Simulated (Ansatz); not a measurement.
Values for one crystal, relaxed and computed with plane-wave PAW PBEsol (Ansatz code); other levels are named.

* **Volume per atom**: 12.85 Å³
* **Band gap**: 2.04 eV (indirect)
* **Young's modulus**: 74.9 GPa
* **Electronic dielectric constant ε∞ (DFPT)**: 3.06 (xx = yy), 3.00 (zz)
* **Bulk modulus (Birch–Murnaghan fit)**: 915 kbar
* **Pressure derivative B′**: 5.0
* **Hill bulk and shear moduli**: 94.2 and 27.4 GPa

Task: Pick the material that matches.
(A) MnF2, rutile
(B) MgO, CsCl type
(C) KBr, rock salt
(D) Ag2S, Cmcm (Ag on 4b, Ag on 4c, S on 4c)

Result: A, MnF2, rutile

Space group P4_2/mnm (rutile). The cell was relaxed with PBEsol under the symmetry of its start, as lowered by the spin order; of distortions, only those at the zone centre were tested. The final state is antiferromagnetic, chosen from 5 collinear starts compared on coarse meshes (ties went to the first, and starts can fall back to one state), not a proven ground state. No Hubbard U is applied.

Potentials: the later of the program's two PAW sets.
